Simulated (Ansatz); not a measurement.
**How far is PAW off for I?**

```
CELL_PARAMETERS angstrom
3.62750 -2.39750 0.00000
3.62750 2.39750 0.00000
0.00000 0.00000 9.78000
ATOMIC_POSITIONS crystal
I 0.85000 0.15000 0.11700
I 0.65000 0.35000 0.61700
I 0.15000 0.85000 0.88300
I 0.35000 0.65000 0.38300
```

Atom numbers follow the list: I1, I2, I3, I4.

The cell is COD entry 1010091, as deposited and not checked against the literature; nothing was relaxed. It is an old determination, and later ones may differ.

Spin–orbit coupling is left out, though it moves levels of the heavy atoms by tenths of an eV or more.

Methods: DFT, LDA, PAW with Ansatz's default frozen-core files, scalar-relativistic (Ansatz 0.2.0); DFT, LDA, all-electron LAPW, scalar-relativistic (Ansatz 0.2.0).

For PAW: a Γ-centred 6×6×3 k mesh, Fermi–Dirac smearing of 0.03 eV, cutoff 420 eV, no spin polarisation; the PAW files were made with PBE, and the program remakes their frozen cores for this functional. LAPW targets a basis error of 0.5 meV/atom. The Ansatz runs share mesh, smearing and spin set-up. Plane-wave (PAW) pressures include the program's estimate of the Pulay term.

Stress and pressure are positive in compression.

Levels count from the top of the valence band.

```
                       quantity     PAW    LAPW
                 pressure (GPa)   -1.25   -1.23
                stress xx (GPa)   -0.74   -0.74
                stress yy (GPa)   -1.78   -1.77
                stress zz (GPa)   -1.21   -1.20
          force on I1, z (eV/Å)   0.480   0.476
                  band gap (eV)   1.160   1.175
highest filled level at B0 (eV)  -0.600  -0.595
  lowest empty level at B0 (eV)   1.642   1.658
 highest filled level at Γ (eV)   0.000   0.000
   lowest empty level at Γ (eV)   1.270   1.285
 highest filled level at T (eV)  -0.974  -0.973
   lowest empty level at T (eV)   1.273   1.289
```

PAW's pressure differs from the LAPW value by about 0.01 GPa or less.
